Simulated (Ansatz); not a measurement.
Ansatz input file:

```yaml
crystal:
  lattice:
    - [2.9020758515, 0.0, 0.0]
    - [-1.4510379258, 2.5132714111, 0.0]
    - [0.0, 0.0, 24.4781400414]
  atoms:
    - { symbol: Ag, position: [0.6666666667, 0.3333333333, 0.3063958286] }
    - { symbol: Ag, position: [0.3333333333, 0.6666666667, 0.4031979143] }
    - { symbol: Ag, position: [0.0, 0.0, 0.5] }
    - { symbol: Ag, position: [0.6666666667, 0.3333333333, 0.5968020857] }
    - { symbol: Ag, position: [0.3333333333, 0.6666666667, 0.6936041714] }
basis:
  ecutwfc: 500
kpoints:
  mp_grid: { grid: [12, 12, 1] }
hamiltonian:
  xc: r2scan
scf:
  occupations: { method: gaussian, width: 0.1 }
output:
  forces: true
  eigenvalues: true
  write_density: true
  write_potential: true
  elf: true
  volumetric_format: npy
relax:
  adjacent_minimum: "off"
  f_tol: 0.02
  max_steps: 60
efield:
  axis: 3
  dipole_correction: true
  ramp_width: 0.04
```

Launched with
```bash
ansatz run input.yaml --threads 2 --pin off --max-ram 5120MiB --backend cpu --events-out ev --progress --plain --runs-dir out
```

Method: DFT r2SCAN, scalar-relativistic, plane waves, PAW (Ansatz).

Part of what the program printed, abridged:

```
Pseudopotentials: kind: paw
Pseudopotential: Ag, paw, valence charge 19, recommended cutoff 500 eV (meta_gga)
Functional definition: r2SCAN
Crystal: 5 atoms, lattice volume = 178.536 Å³
Basis set: ecut = 500 eV, 4469 PW (Γ), exchange–correlation on 96×96×720 points (64 copies of the dense FFT grid, shifted against one another)
Bands: 57, of which v1, the nominal top of the filled ones, is band 48 counted from 1 (47 counted from 0)
Symmetry: 6 space group operations
k-points: 19 of 144 (time reversal used)
Initial density: superposition of atomic densities (neutral atoms: chi_scale 0, normalization atom), corrected by the library's trained network
Initial wavefunctions: pseudopotential atomic-orbital guess
Functional: x = r2scan, c = r2scan; τ floored in thin density (d = 2e-4 eV/Å³)
SCF iter   1: F=—  HF=-38018.877325 eV  |F-HF|=—  |Δ(HF+E_count)|=         —  Δρ=8.02e-3  dr2=1.56e-1  dr2_τ=3.39e-3  ethr=1.77e-3  p=0.000 e·Å  D=1.14e-13 V/Å  ΔV_dip= 0.00 eV  dr2_dipole=5.49e-8  V_vac-E_F(+/−)=4.47/4.47 eV  ⟨swp⟩=7.3  Hψ=4316  notcnv=0  defer=21
efield: sawtooth ramp at fractional position 0.9800 (placed from the atoms, in the widest stretch of the axis that holds none; the zero of the levels goes with the place), width 0.0400; the density the first Hamiltonian is built on has a dipole p = 0.000 e·Å; the dipole correction subtracts the counter field D = 1.14e-13 V/Å, which shifts the + side's vacuum level by  0.00 eV against the − side's; the planar-averaged density in the ramp window peaks in size at 1.4e-5 e/Å³
SCF iter   2: F=—  HF=-38018.901090 eV  |F-HF|=—  |Δ(HF+E_count)|=   2.38e-2  Δρ=1.01e-2  dr2=1.60e-1  dr2_τ=7.58e-3  ethr=1.65e-4  p=0.000 e·Å  D=3.55e-6 V/Å  ΔV_dip= 0.00 eV  dr2_dipole=1.29e-7  V_vac-E_F(+/−)=4.37/4.37 eV  ⟨swp⟩=2.4  Hψ=2190  notcnv=0  defer=57
SCF iter   3: F=—  HF=-38018.862935 eV  |F-HF|=—  |Δ(HF+E_count)|=   3.82e-2  Δρ=2.51e-3  dr2=9.14e-3  dr2_τ=5.37e-4  ethr=1.65e-4  p=0.000 e·Å  D=2.33e-6 V/Å  ΔV_dip= 0.00 eV  dr2_dipole=4.84e-9  V_vac-E_F(+/−)=4.44/4.44 eV  ⟨swp⟩=2.0  Hψ=1834  notcnv=0  defer=57
SCF iter   4: F=—  HF=-38018.859976 eV  |F-HF|=—  |Δ(HF+E_count)|=   2.96e-3  Δρ=2.60e-4  dr2=1.72e-4  dr2_τ=7.20e-6  ethr=9.62e-6  p= 0.000 e·Å  D=-3.56e-7 V/Å  ΔV_dip=0.00 eV  dr2_dipole=2.55e-10  V_vac-E_F(+/−)=4.43/4.43 eV  ⟨swp⟩=2.9  Hψ=2152  notcnv=0  defer=57
SCF iter   5: F=—  HF=-38018.860012 eV  |F-HF|=—  |Δ(HF+E_count)|=   3.59e-5  Δρ=1.24e-4  dr2=3.03e-5  dr2_τ=1.37e-6  ethr=1.81e-7  p= 0.000 e·Å  D=-1.68e-7 V/Å  ΔV_dip=0.00 eV  dr2_dipole=1.52e-10  V_vac-E_F(+/−)=4.42/4.42 eV  ⟨swp⟩=2.1  Hψ=1784  notcnv=0  defer=57
SCF iter   6: F=-38018.860010 eV  HF=-38018.860013 eV  |F-HF|=3.49e-6  |Δ(HF+E_count)|=   1.55e-6  Δρ=5.25e-5  dr2=4.72e-6  dr2_τ=3.34e-7  ethr=1.05e-8  p= 0.000 e·Å  D=-1.17e-7 V/Å  ΔV_dip=0.00 eV  dr2_dipole=1.45e-11  V_vac-E_F(+/−)=4.42/4.42 eV  ⟨swp⟩=19.6  Hψ=11354  notcnv=0
SCF 1 converged in 6 iterations: F = -38018.860010 eV  dr2 = 4.72e-6
relax step   1: F+E_penalty+E_count = -38018.86000968 eV  Δ(F+E_penalty+E_count) = +0.000e0 eV  max|allowed force component| = 8.336e-2 eV/Å  Δτ_max = 0.0000 Å  (6 SCF iters, dr2 threshold 1.00e-5 eV, accepted)
Initial density: handed on by an earlier stage of this run
Initial wavefunctions: those handed on with the density
SCF iter   1: F=—  HF=-38018.383262 eV  |F-HF|=—  |Δ(HF+E_count)|=         —  Δρ=2.87e-3  dr2=3.79e-2  dr2_τ=8.73e-1  ethr=3.74e-5  p= 0.000 e·Å  D=-1.17e-7 V/Å  ΔV_dip=0.00 eV  dr2_dipole=2.12e-11  V_vac-E_F(+/−)=4.39/4.39 eV  ⟨swp⟩=1.8  Hψ=3344  notcnv=0  defer=49
efield: sawtooth ramp at fractional position 0.9800 (handed on by an earlier solve), width 0.0400; the density the first Hamiltonian is built on has a dipole p =  0.000 e·Å; the dipole correction subtracts the counter field D = -1.17e-7 V/Å, which shifts the + side's vacuum level by +0.00 eV against the − side's; the planar-averaged density in the ramp window peaks in size at 1.1e-6 e/Å³
SCF iter   2: F=—  HF=-38018.866213 eV  |F-HF|=—  |Δ(HF+E_count)|=   4.83e-1  Δρ=3.39e-3  dr2=6.47e-2  dr2_τ=3.46e-4  ethr=3.74e-5  p=0.000 e·Å  D=4.31e-8 V/Å  ΔV_dip= 0.00 eV  dr2_dipole=6.95e-12  V_vac-E_F(+/−)=4.30/4.30 eV  ⟨swp⟩=2.2  Hψ=2059  notcnv=0  defer=49
SCF iter   3: F=—  HF=-38018.861393 eV  |F-HF|=—  |Δ(HF+E_count)|=   4.82e-3  Δρ=1.91e-3  dr2=1.74e-2  dr2_τ=1.99e-4  ethr=3.74e-5  p=0.000 e·Å  D=1.76e-9 V/Å  ΔV_dip= 0.00 eV  dr2_dipole=1.48e-12  V_vac-E_F(+/−)=4.35/4.35 eV  ⟨swp⟩=1.5  Hψ=1093  notcnv=0  defer=49
SCF iter   4: F=—  HF=-38018.860618 eV  |F-HF|=—  |Δ(HF+E_count)|=   7.75e-4  Δρ=8.08e-4  dr2=2.68e-3  dr2_τ=3.63e-5  ethr=1.84e-5  p= 0.000 e·Å  D=-1.71e-7 V/Å  ΔV_dip=0.00 eV  dr2_dipole=1.39e-12  V_vac-E_F(+/−)=4.39/4.39 eV  ⟨swp⟩=1.6  Hψ=1048  notcnv=0  defer=49
SCF iter   5: F=—  HF=-38018.860320 eV  |F-HF|=—  |Δ(HF+E_count)|=   2.98e-4  Δρ=7.05e-5  dr2=6.81e-6  dr2_τ=7.23e-7  ethr=2.82e-6  p= 0.000 e·Å  D=-1.69e-7 V/Å  ΔV_dip=0.00 eV  dr2_dipole=2.08e-12  V_vac-E_F(+/−)=4.42/4.42 eV  ⟨swp⟩=2.1  Hψ=1555  notcnv=0  defer=49
SCF iter   6: F=—  HF=-38018.860201 eV  |F-HF|=—  |Δ(HF+E_count)|=   1.18e-4  Δρ=4.06e-5  dr2=8.66e-6  dr2_τ=1.65e-7  ethr=7.16e-9  p= 0.000 e·Å  D=-9.78e-8 V/Å  ΔV_dip=0.00 eV  dr2_dipole=1.24e-13  V_vac-E_F(+/−)=4.41/4.41 eV  ⟨swp⟩=2.8  Hψ=2259  notcnv=0  defer=54
SCF iter   7: F=—  HF=-38018.860202 eV  |F-HF|=—  |Δ(HF+E_count)|=   8.33e-7  Δρ=3.43e-5  dr2=5.34e-6  dr2_τ=6.34e-8  ethr=7.16e-9  p= 0.000 e·Å  D=-4.40e-8 V/Å  ΔV_dip=0.00 eV  dr2_dipole=4.90e-15  V_vac-E_F(+/−)=4.42/4.42 eV  ⟨swp⟩=2.3  Hψ=1565  notcnv=0  defer=54
SCF iter   8: F=-38018.860202 eV  HF=-38018.860202 eV  |F-HF|=6.56e-8  |Δ(HF+E_count)|=   2.12e-7  Δρ=5.10e-6  dr2=9.59e-8  dr2_τ=5.07e-9  ethr=4.57e-10  p= 0.000 e·Å  D=-1.32e-8 V/Å  ΔV_dip=0.00 eV  dr2_dipole=7.01e-15  V_vac-E_F(+/−)=4.42/4.42 eV  ⟨swp⟩=16.3  Hψ=9243  notcnv=0
SCF 2 converged in 8 iterations: F = -38018.860202 eV  dr2 = 9.59e-8
relax step   2: F+E_penalty+E_count = -38018.86020189 eV  Δ(F+E_penalty+E_count) = -1.922e-4 eV  max|allowed force component| = 7.977e-2 eV/Å  Δτ_max = 0.0444 Å  (8 SCF iters, dr2 threshold 4.34e-7 eV, accepted)
SCF iter   1: F=—  HF=-38018.748388 eV  |F-HF|=—  |Δ(HF+E_count)|=         —  Δρ=1.41e-3  dr2=1.11e-2  dr2_τ=1.90e-1  ethr=8.64e-5  p= 0.000 e·Å  D=-1.32e-8 V/Å  ΔV_dip=0.00 eV  dr2_dipole=5.04e-14  V_vac-E_F(+/−)=4.43/4.43 eV  ⟨swp⟩=3.1  Hψ=2162  notcnv=0  defer=58
efield: sawtooth ramp at fractional position 0.9800 (handed on by an earlier solve), width 0.0400; the density the first Hamiltonian is built on has a dipole p =  0.000 e·Å; the dipole correction subtracts the counter field D = -1.32e-8 V/Å, which shifts the + side's vacuum level by +0.00 eV against the − side's; the planar-averaged density in the ramp window peaks in size at 2.6e-6 e/Å³
SCF iter   2: F=—  HF=-38018.863134 eV  |F-HF|=—  |Δ(HF+E_count)|=   1.15e-1  Δρ=1.70e-3  dr2=1.30e-2  dr2_τ=8.72e-5  ethr=1.16e-5  p= 0.000 e·Å  D=-5.07e-8 V/Å  ΔV_dip=0.00 eV  dr2_dipole=3.87e-13  V_vac-E_F(+/−)=4.46/4.46 eV  ⟨swp⟩=2.0  Hψ=2277  notcnv=0  defer=58
SCF iter   3: F=—  HF=-38018.862131 eV  |F-HF|=—  |Δ(HF+E_count)|=   1.00e-3  Δρ=9.53e-4  dr2=4.13e-3  dr2_τ=4.78e-5  ethr=1.16e-5  p= 0.000 e·Å  D=-9.57e-11 V/Å  ΔV_dip=0.00 eV  dr2_dipole=5.70e-15  V_vac-E_F(+/−)=4.45/4.45 eV  ⟨swp⟩=1.4  Hψ=1033  notcnv=0  defer=58
SCF iter   4: F=—  HF=-38018.861986 eV  |F-HF|=—  |Δ(HF+E_count)|=   1.45e-4  Δρ=4.54e-4  dr2=9.17e-4  dr2_τ=9.84e-6  ethr=4.34e-6  p= 0.000 e·Å  D=-1.77e-8 V/Å  ΔV_dip=0.00 eV  dr2_dipole=2.15e-14  V_vac-E_F(+/−)=4.43/4.43 eV  ⟨swp⟩=1.1  Hψ=1027  notcnv=0  defer=58
SCF iter   5: F=—  HF=-38018.861911 eV  |F-HF|=—  |Δ(HF+E_count)|=   7.54e-5  Δρ=9.48e-5  dr2=7.51e-5  dr2_τ=3.14e-7  ethr=9.65e-7  p= 0.000 e·Å  D=-4.58e-8 V/Å  ΔV_dip=0.00 eV  dr2_dipole=1.93e-14  V_vac-E_F(+/−)=4.42/4.42 eV  ⟨swp⟩=2.1  Hψ=1498  notcnv=0  defer=58
SCF iter   6: F=—  HF=-38018.861782 eV  |F-HF|=—  |Δ(HF+E_count)|=   1.29e-4  Δρ=6.29e-5  dr2=2.21e-5  dr2_τ=1.28e-7  ethr=7.91e-8  p= 0.000 e·Å  D=-1.72e-9 V/Å  ΔV_dip=0.00 eV  dr2_dipole=2.33e-13  V_vac-E_F(+/−)=4.42/4.42 eV  ⟨swp⟩=1.5  Hψ=1074  notcnv=0  defer=58
SCF iter   7: F=—  HF=-38018.861781 eV  |F-HF|=—  |Δ(HF+E_count)|=   1.13e-6  Δρ=1.31e-5  dr2=6.57e-7  dr2_τ=9.04e-9  ethr=2.32e-8  p= 0.000 e·Å  D=-4.57e-9 V/Å  ΔV_dip=0.00 eV  dr2_dipole=4.96e-14  V_vac-E_F(+/−)=4.42/4.42 eV  ⟨swp⟩=1.8  Hψ=1362  notcnv=0  defer=58
SCF iter   8: F=-38018.861781 eV  HF=-38018.861781 eV  |F-HF|=5.79e-8  |Δ(HF+E_count)|=   2.19e-8  Δρ=3.62e-6  dr2=7.43e-8  dr2_τ=8.58e-10  ethr=1.05e-10  p=0.000 e·Å  D=7.82e-10 V/Å  ΔV_dip= 0.00 eV  dr2_dipole=3.74e-14  V_vac-E_F(+/−)=4.42/4.42 eV  ⟨swp⟩=15.5  Hψ=9131  notcnv=0
SCF 3 converged in 8 iterations: F = -38018.861781 eV  dr2 = 7.43e-8
relax step   3: F+E_penalty+E_count = -38018.86178072 eV  Δ(F+E_penalty+E_count) = -1.579e-3 eV  max|allowed force component| = 2.553e-3 eV/Å  Δτ_max = 0.0204 Å  (8 SCF iters, accepted)
SCF iter   1: F=—  HF=-38018.861781 eV  |F-HF|=—  |Δ(HF+E_count)|=         —  Δρ=3.62e-6  dr2=7.43e-8  dr2_τ=8.59e-10  ethr=7.82e-11  p=0.000 e·Å  D=7.82e-10 V/Å  ΔV_dip= 0.00 eV  dr2_dipole=3.70e-14  V_vac-E_F(+/−)=4.42/4.42 eV  ⟨swp⟩=1.0  Hψ=3621  notcnv=0
efield: sawtooth ramp at fractional position 0.9800 (kept from the solve that this one continues, or follows in the run), width 0.0400; the density the first Hamiltonian is built on has a dipole p = 0.000 e·Å; the dipole correction subtracts the counter field D = 7.82e-10 V/Å, which shifts the + side's vacuum level by  0.00 eV against the − side's; the planar-averaged density in the ramp window peaks in size at 2.6e-6 e/Å³
SCF iter   2: F=-38018.861781 eV  HF=-38018.861781 eV  |F-HF|=1.15e-8  |Δ(HF+E_count)|=   1.92e-9  Δρ=2.86e-6  dr2=1.62e-8  dr2_τ=8.81e-10  ethr=7.82e-11  p= 0.000 e·Å  D=-2.73e-9 V/Å  ΔV_dip=0.00 eV  dr2_dipole=8.04e-15  V_vac-E_F(+/−)=4.42/4.42 eV  ⟨swp⟩=11.1  Hψ=7770  notcnv=0
SCF 4 converged in 2 iterations: F = -38018.861781 eV  dr2 = 1.62e-8
WARN: The output density's exchange-correlation potential varies sharply where the density is thin. Do not read a vacuum level from v_tot or v_xc, or from such a field of the output density. On a cell that repeats whose density bears no net charge and no dipole along the vacuum's axis use v_es (v_loc + v_h of the components); under efield.dipole_correction with no amplitude use v_es + v_field, which holds any external_charges[].barrier, or the levels of the report's work_function block, which leave it out; under a non-zero efield.amplitude the vacuum is tilted and has no level; on a cell that repeats and bears such a dipole with no correction it is tilted too, and efield.dipole_correction wi ...
SCF converged after 2 iterations
Free energy (F): -38018.861781 eV
Harris-Foulkes:  -38018.861781 eV  (|F-HF|=1.15e-8)
Internal energy: -38018.854290 eV  (E = F + TS)
E sigma→0 (E₀):  -38018.858035 eV
Entropy (-TS):   -0.007491 eV (-1.498 meV/atom)
Fermi energy:    6.002164 eV
Dipole field:    D = 0.000000 V/Å  (p = 0.000000 e·Å, saw-weighted, corrected)
Work function:   Φ+ = 4.4168 eV   Φ− = 4.4168 eV
Levels:          The Fermi level and band energies are counted from a zero that moves with the ramp; work functions are not
--- Per-component energies (eV) ---
  E_band       = -2338.276841
  E_kinetic    = 2639.978948
  E_local      = -137402.842802  (includes V_loc(G=0)·N_el)
  E_nonlocal   = 407.342815
  E_hartree    = 67686.879643
  E_xc         = -890.548572
  E_vxc        = -1312.599313  (∫ρ·V_xc dr)
  E_paw        = -19613.189444  (= ΣΔE_a)
  E_vpaw       = -2138.818170  (= ΣTr[D̂ρ^β])
  E_aug_tail   = 0.000312  (compensation charges beyond the density's cutoff)
  E_vtau       = 94.909840  (kinetic-family band-sum trace: ∫τ·v_τ [+ j·A + Jᵃ·Aᵃ] dr)
  E_efield     = 0.000000  (sawtooth field / dipole correction)
  E_vefield    = 0.000000  (∫n·V_field dr)
  E_ewald      = 49156.071363
  E_core_change = -2.546554  (= ΣΔE_core)
  E_smearing   = -0.007491  (= −TS)
--- Forces (eV/Å), atoms counted from 1 ---
  atom   1  Ag     0.00000000     0.00000000    -0.00044414
  atom   2  Ag     0.00000000     0.00000000    -0.00269008
  atom   3  Ag     0.00000000     0.00000000    -0.00000016
  atom   4  Ag     0.00000000     0.00000000     0.00269069
  atom   5  Ag     0.00000000     0.00000000     0.00044357
--- Band table (eV; the first three rows and the last of 19) ---
  k-point 0: bands = ["-88.6639", "-88.6635", "-88.5587", "-88.4488", "-88.4488", "-51.3175", "-51.2882", "-51.2207", "-51.2207", "-51.2199", "-51.2199", "-51.1651", "-51.1033", "-51.1033", "-51.0455", "-51.0447", "-51.0130", "-51.0130", "-51.0130", "-51.0130", "-1.5991", "-0.9289", "-0.5934", "-0.3839", "-0.3140", "0.8894", "0.8894", "0.9091", "0.9253", "0.9970", "0.9970", "1.0011", "1.0011", "1.2074", "1.2074", "1.2474", "1.2474", "1.5811", "1.9260", "1.9260", "1.9500", "1.9500", "2.2153", "2.2153", "2.4642", "2.4642", "2.6795", "2.6795", "3.1666", "5.3002", "6.2612", "10.0725", "10.5838", "11.0236", "12.5078", "12.8281", "15.2919"]
  k-point 1: bands = ["-88.6632", "-88.6628", "-88.5580", "-88.4481", "-88.4481", "-51.3150", "-51.2874", "-51.2294", "-51.2289", "-51.2229", "-51.2220", "-51.1643", "-51.1112", "-51.1054", "-51.0448", "-51.0441", "-51.0211", "-51.0211", "-51.0151", "-51.0151", "-1.4065", "-0.7456", "-0.4718", "-0.2548", "-0.1536", "0.7582", "0.8567", "0.8631", "0.9767", "0.9772", "1.0413", "1.0673", "1.0975", "1.1351", "1.2228", "1.2883", "1.3435", "1.3993", "1.8360", "1.8582", "1.9601", "1.9853", "2.0889", "2.2178", "2.3563", "2.4664", "2.5153", "2.6872", "3.6268", "5.5915", "6.6667", "10.2125", "10.7511", "11.1573", "12.6666", "12.9790", "15.4539"]
  k-point 2: bands = ["-88.6611", "-88.6607", "-88.5561", "-88.4460", "-88.4460", "-51.3083", "-51.2854", "-51.2538", "-51.2515", "-51.2288", "-51.2278", "-51.1635", "-51.1325", "-51.1109", "-51.0442", "-51.0442", "-51.0419", "-51.0416", "-51.0207", "-51.0207", "-0.8928", "-0.3099", "-0.1956", "0.0198", "0.2191", "0.5324", "0.6935", "0.7101", "0.8305", "1.0280", "1.1053", "1.1521", "1.2584", "1.2854", "1.3203", "1.3674", "1.4596", "1.5290", "1.6139", "1.7438", "1.7967", "1.8922", "2.0043", "2.1704", "2.2188", "2.4700", "2.7063", "2.9027", "4.3538", "6.3129", "7.6742", "10.6286", "11.2544", "11.5770", "13.1502", "13.4344", "15.9173"]
  k-point 18: bands = ["-88.6509", "-88.6509", "-88.5466", "-88.4362", "-88.4362", "-51.3155", "-51.3095", "-51.3095", "-51.3068", "-51.2747", "-51.2747", "-51.1824", "-51.1824", "-51.1688", "-51.0991", "-51.0991", "-51.0969", "-51.0969", "-51.0342", "-51.0342", "0.0488", "0.0634", "0.0634", "0.3235", "0.4005", "0.4005", "0.5271", "0.6766", "0.6766", "0.9885", "1.1391", "1.1391", "1.3728", "1.3728", "1.3803", "1.4124", "1.8610", "1.8610", "1.9020", "1.9663", "2.4053", "2.4053", "2.6155", "2.6155", "2.6338", "9.4395", "9.4395", "9.5715", "10.0457", "10.2375", "10.2375", "11.1878", "11.1878", "11.7595", "12.5074", "12.8142", "12.8142"]
--- Relaxed structure (3 steps of the walk, 3 accepted, 0 SCFs on fresh bases) ---
  F+E_penalty+E_count = -38018.86178072 eV   max|allowed force component| = 2.553e-3 eV/Å
  atoms:
    - { symbol: Ag, position: [0.66666666, 0.33333333, 0.30718258] }
    - { symbol: Ag, position: [0.33333333, 0.66666666, 0.40417548] }
    - { symbol: Ag, position: [0.0, 0.0, 0.49999999] }
    - { symbol: Ag, position: [0.66666666, 0.33333333, 0.59582450] }
    - { symbol: Ag, position: [0.33333333, 0.66666666, 0.69281741] }
```

The relaxation met its thresholds.

It took 87 s on 2 threads of AMD EPYC 7R43 64-Core Processor (Zen 3) (shared host), peak memory 0.97 GiB.